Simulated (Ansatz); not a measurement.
Data:

CaSi₂:
```cif
data_CaSi2
_chemical_formula_sum 'Ca1 Si2'
_space_group_name_H-M_alt 'P 1'
_space_group_IT_number 1
_cell_length_a 3.87091
_cell_length_b 3.87091
_cell_length_c 4.81325
_cell_angle_alpha 90.000
_cell_angle_beta 90.000
_cell_angle_gamma 120.000
loop_
_space_group_symop_operation_xyz
  'x, y, z'
loop_
_atom_site_label
_atom_site_type_symbol
_atom_site_fract_x
_atom_site_fract_y
_atom_site_fract_z
_atom_site_occupancy
Ca1 Ca 0.00000 0.00000 0.00000 1
Si1 Si 0.33333 0.66667 0.41365 1
Si2 Si 0.66667 0.33333 0.58635 1
```

This is the PBEsol-relaxed structure.

Problem. All from PBEsol in the plane-wave PAW code Ansatz, unless another level is named. Estimate the electronic character.

Solution. metallic (no gap).

Problem. And the formation energy from the elements (no fitted shifts)?

Solution. -0.41 eV/atom.

Problem. Give the density of states at the Fermi level.

Solution. 0.19 states/eV per atom (mean over ±0.08 eV).

Space group P-3m1. The workflow started from an entry of the Crystallography Open Database (COD). Its standing as an ambient phase is unchecked. The cell was relaxed with PBEsol under the symmetry of its start; its stability against distortions is not shown here. The references are the lowest solids computed at this level, not always the standard phases.

Potentials: the later of the program's two PAW sets.
